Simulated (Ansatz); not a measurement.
Consider the following.

ZrO:
```xyz
6
Lattice="5.2484 0.0000 0.0000 -2.6242 4.5452 0.0000 0.0000 0.0000 3.1659" Properties=species:S:1:pos:R:3 pbc="T T T"
Zr     0.0000     0.0000     0.0000
Zr     0.0000     3.0301     1.5830
Zr     2.6242     1.5151     1.5830
O      2.1345     0.0000     0.0000
O      1.5569     2.6967     0.0000
O     -1.0672     1.8485     0.0000
```

This is the PBEsol-relaxed structure.

All from plane-wave PAW PBEsol (Ansatz code), unless another level is named. Predict the bulk modulus (Birch–Murnaghan fit).

213 GPa.

And the highest zone-centre frequency?

534 cm⁻¹.

Space group P-62m. The start of the workflow was typed in or built on a structure type; neither database checked (COD, Materials Project) lists it. COD files the formula under space group No. 225. Whether it is the stable phase at ambient conditions was not checked. The PBEsol relaxation kept the symmetry of its start; whether a distortion lowers the energy is not shown. The run is not spin-polarised. A small band overlap can be real or an error of a semilocal functional. As this level gives no gap, phonon frequencies hold no LO–TO term and depend on the k-mesh and smearing (Fermi–Dirac, 0.1 eV here).

Potentials: the earlier of the program's two PAW sets. The files were generated under PBE; for other functionals the program regenerates the frozen cores, and for LDA and PBEsol the local potential too.
